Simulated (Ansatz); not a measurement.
Ru:
```
Ru
1.0
    2.70476     0.00000     0.00000
   -1.35238     2.34239     0.00000
    0.00000     0.00000     4.26609
Ru
2
Cartesian
  0.00000   1.56160   1.06652
  1.35238   0.78080   3.19957
```

Relaxed with r²SCAN.

### Question
Map the electron localisation function on the plane through (0.333, 0.667, 0.250) spanned by u = [1, 1, 0] and v = [1, -1, 0] in lattice vectors, from r²SCAN in the plane-wave PAW code Ansatz.

### Answer
x is the fraction of u, y of v (the angle between them is 90°; rows are the nearest grid lines); atoms in the plane: Ru at (0.00, 0.00), Ru at (0.50, 0.50).
```
y \ x   0.000  0.0625  0.188  0.250  0.375  0.438  0.562  0.625  0.750  0.812  0.938   1.00
------  -----  ------  -----  -----  -----  -----  -----  -----  -----  -----  -----  -----
1.00    0.433   0.493  0.609  0.543  0.279  0.266  0.266  0.279  0.543  0.609  0.493  0.433
0.913   0.612   0.613  0.547  0.434  0.223  0.245  0.245  0.223  0.434  0.547  0.613  0.612
0.826   0.438   0.422  0.308  0.250  0.257  0.290  0.290  0.257  0.250  0.308  0.422  0.438
0.783   0.273   0.269  0.261  0.272  0.279  0.266  0.266  0.279  0.272  0.261  0.269  0.273
0.696   0.336   0.334  0.285  0.262  0.287  0.306  0.306  0.287  0.262  0.285  0.334  0.336
0.609   0.330   0.288  0.291  0.408  0.581  0.599  0.599  0.581  0.408  0.291  0.288  0.330
0.522   0.308   0.270  0.402  0.543  0.595  0.511  0.511  0.595  0.543  0.402  0.270  0.308
0.478   0.294   0.259  0.392  0.533  0.588  0.509  0.509  0.588  0.533  0.392  0.259  0.294
0.391   0.286   0.250  0.261  0.381  0.577  0.609  0.609  0.577  0.381  0.261  0.250  0.286
0.304   0.290   0.288  0.257  0.249  0.302  0.332  0.332  0.302  0.249  0.257  0.288  0.290
0.217   0.243   0.242  0.254  0.280  0.316  0.307  0.307  0.316  0.280  0.254  0.242  0.243
0.174   0.410   0.398  0.311  0.266  0.296  0.337  0.337  0.296  0.266  0.311  0.398  0.410
0.0870  0.600   0.608  0.567  0.461  0.251  0.279  0.279  0.251  0.461  0.567  0.608  0.600
0.000   0.433   0.493  0.609  0.543  0.279  0.266  0.266  0.279  0.543  0.609  0.493  0.433
```

The density is the valence pseudo-density with augmentation charge, so density and ELF within about 1 Å of a nucleus are not all-electron values.

Space group P6_3/mmc (hcp (Mg type)). The cell was relaxed with r²SCAN under the symmetry of its start; of distortions, only those at the zone centre were tested. No spin polarisation was allowed.

Potentials: the earlier of the program's two PAW sets.
